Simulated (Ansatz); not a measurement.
All numbers below come from DFT PBE, scalar-relativistic, plane waves, PAW in Ansatz 0.2.0. Settings: cutoff 420 eV, Γ-centred meshes spaced at most about 0.3 Å⁻¹, and about 0.25 Å⁻¹ or finer for metals (2π included), Gaussian smearing. No spin polarisation in the final relaxations.

Temperature and zero-point effects are left out. All come from trial cells, and lower structures may exist.

Task: Which of these relaxed structures of BiSbTe₂S is the lowest in energy?
A.

```
Sb Bi Te S
1.0
     4.63917    0.00000    0.00000
    -2.31959    4.01764    0.00000
     0.00000    0.00000   11.48909
Sb Bi Te S
1 1 2 1
Cartesian
  0.0000 2.6784 0.0000
  0.0000 2.6784 5.7445
  0.0000 2.6784 2.9684
  0.0000 2.6784 8.5207
  2.3196 1.3392 0.0000
```

B.

```
Sb Bi Te S
1.0
     5.80432    0.00000    0.00000
     0.00000    5.80432    0.00000
     0.00000    0.00000    4.86792
Sb Bi Te S
1 1 2 1
Cartesian
  2.9022 2.9022 2.4340
  0.0000 0.0000 0.0000
  2.9022 0.0000 2.4340
  0.0000 2.9022 2.4340
  2.9022 2.9022 0.0000
```

C.

```
Sb Bi Te S
1.0
     5.37947    0.00000    0.00000
    -2.68973    4.65876    0.00000
     0.00000    0.00000    6.23002
Sb Bi Te S
1 1 2 1
Direct
  0.33333 0.66667 0.50000
  0.33333 0.66667 0.00000
  0.66667 0.33333 0.50000
  0.00000 0.00000 0.00000
  0.66667 0.33333 0.00000
```

D.

```
Sb Bi Te S
1.0
     4.19912    0.00000    0.00000
    -2.09956    3.63655    0.00000
     0.00000    0.00000   10.01050
Sb Bi Te S
1 1 2 1
Direct
  0.00000 0.00000 0.35104
  0.66667 0.33333 0.63991
  0.00000 0.00000 0.82343
  0.66667 0.33333 0.17695
  0.33333 0.66667 0.00866
```

Result: D. It has space group P3m1 (No. 156); the next, C, with space group P-6m2 (No. 187), lies 118 meV/atom higher. The shortest distance is 2.95 Å (Te–S) in the lowest and 3.11 Å (Bi–S, Bi–Te and Sb–Te) in the next. Even the lowest lies +0.07 eV/atom against the elements.

No dispersion correction is applied, so the spacing and binding between layers, chains or molecules are poorly described (P3m1), and this can change margins and order among such cells. Spin–orbit coupling, which can matter for Bi, Sb and Te, is left out. Cells relaxed within their symmetry can be saddle points. Some structure types and database cells were kept out of the candidates from the start, so a known form may be missing.
